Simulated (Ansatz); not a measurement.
Input for Ansatz (plane-wave DFT, PAW):

```yaml
crystal:
  lattice:
    - [5.6431918725, 0.0, 0.0]
    - [0.0, 5.6431918725, 0.0]
    - [0.0, 0.0, 5.6431918725]
  atoms:
    - { symbol: Sr, position: [0.0, 0.5, 0.5] }
    - { symbol: Sr, position: [0.5, 0.0, 0.5] }
    - { symbol: Sr, position: [0.5, 0.5, 0.0] }
    - { symbol: Ag, position: [0.0, 0.0, 0.0] }
basis:
  ecutwfc: 500
kpoints:
  mp_grid: { grid: [8, 8, 8] }
hamiltonian:
  xc: r2scan
scf:
  occupations: { method: gaussian, width: 0.1 }
output:
  forces: true
  stress: true
  eigenvalues: true
  populations: true
```

Command:
```bash
ansatz run input.yaml --threads 1 --pin off --max-ram 1331MiB --backend cpu --events-out ev --progress --plain --runs-dir out
```

These are results of Ansatz, DFT r2SCAN, scalar-relativistic, plane waves, PAW, not measurements.

Abridged output (final results; tables in files aren't shown):

```
SCF 1 converged in 8 iterations: F = -18268.888276 eV  dr2 = 7.83e-9
SCF converged after 8 iterations
Free energy (F): -18268.888276 eV
Harris-Foulkes:  -18268.888276 eV  (|F-HF|=3.36e-9)
Internal energy: -18268.868316 eV  (E = F + TS)
E sigma→0 (E₀):  -18268.878296 eV
Entropy (-TS):   -0.019960 eV (-4.990 meV/atom)
Fermi energy:    6.253688 eV
--- Per-component energies (eV) ---
  E_band       = -852.365402
  E_kinetic    = 1252.763078
  E_local      = -6081.126043  (includes V_loc(G=0)·N_el)
  E_nonlocal   = 687.337419
  E_hartree    = 2289.765346
  E_xc         = -660.821030
  E_vxc        = -785.510402  (∫ρ·V_xc dr)
  E_paw        = -12069.878964  (= ΣΔE_a)
  E_vpaw       = -553.194354  (= ΣTr[D̂ρ^β])
  E_aug_tail   = 0.000056  (compensation charges beyond the density's cutoff)
  E_vtau       = 47.830931  (kinetic-family band-sum trace: ∫τ·v_τ [+ j·A + Jᵃ·Aᵃ] dr)
  E_ewald      = -3685.960759
  E_core_change = -0.947420  (= ΣΔE_core)
  E_smearing   = -0.019960  (= −TS)
--- Forces (eV/Å), atoms counted from 1 ---
  atom   1  Sr     0.00000000     0.00000000     0.00000000
  atom   2  Sr     0.00000000     0.00000000     0.00000000
  atom   3  Sr     0.00000000     0.00000000     0.00000000
  atom   4  Ag     0.00000000     0.00000000     0.00000000
--- Stress (GPa, compression-positive) ---
       -1.346466       0.000000       0.000000
        0.000000      -1.346466       0.000000
        0.000000       0.000000      -1.346466
  P = ⅓ Tr σ = -1.3465 GPa (-13.465 kbar)
--- Band table (eV; the first three rows and the last of 35) ---
  k-point 0: bands = ["-88.0205", "-50.6280", "-50.6280", "-50.6280", "-31.7350", "-31.6991", "-31.6991", "-13.2166", "-13.2166", "-13.2166", "-13.0636", "-13.0636", "-13.0636", "-12.9602", "-12.9602", "-12.9602", "1.9369", "1.9825", "1.9825", "2.0248", "2.0248", "2.0248", "4.8549", "6.7482", "6.7482", "7.2973", "7.2973", "7.2973", "7.5603", "7.5603"]
  k-point 1: bands = ["-88.0205", "-50.6280", "-50.6280", "-50.6280", "-31.7338", "-31.7003", "-31.6991", "-13.2110", "-13.2110", "-13.2082", "-13.0654", "-13.0654", "-13.0643", "-12.9709", "-12.9642", "-12.9642", "1.9874", "1.9891", "2.0260", "2.0272", "2.0272", "2.0373", "4.8667", "6.3553", "6.8439", "7.1916", "7.1916", "7.3281", "7.6475", "7.6475"]
  k-point 2: bands = ["-88.0205", "-50.6280", "-50.6280", "-50.6280", "-31.7304", "-31.7036", "-31.6990", "-13.1960", "-13.1960", "-13.1839", "-13.0713", "-13.0713", "-13.0661", "-13.0007", "-12.9739", "-12.9739", "1.9991", "2.0101", "2.0289", "2.0332", "2.0332", "2.3253", "4.7210", "5.9195", "7.0231", "7.0231", "7.1171", "7.4101", "7.7841", "7.7841"]
  k-point 34: bands = ["-88.0205", "-50.6281", "-50.6281", "-50.6281", "-31.7109", "-31.7109", "-31.7109", "-13.3027", "-13.1992", "-13.1992", "-13.1992", "-12.9804", "-12.9804", "-12.9804", "-12.9580", "-12.9580", "1.9799", "1.9799", "1.9799", "2.0954", "2.0954", "3.8996", "5.8582", "5.8582", "5.8582", "6.3311", "6.3311", "6.3311", "6.5524", "8.9571"]
--- Löwdin populations: 4 sites ---
  site symbol q [e]
     0     Sr      9.3085
     1     Sr      9.3085
     2     Sr      9.3085
     3     Ag     19.5249
  spilling = 0.031625 (of n_electrons = 49.000000)
```

The calculation finished and met its thresholds.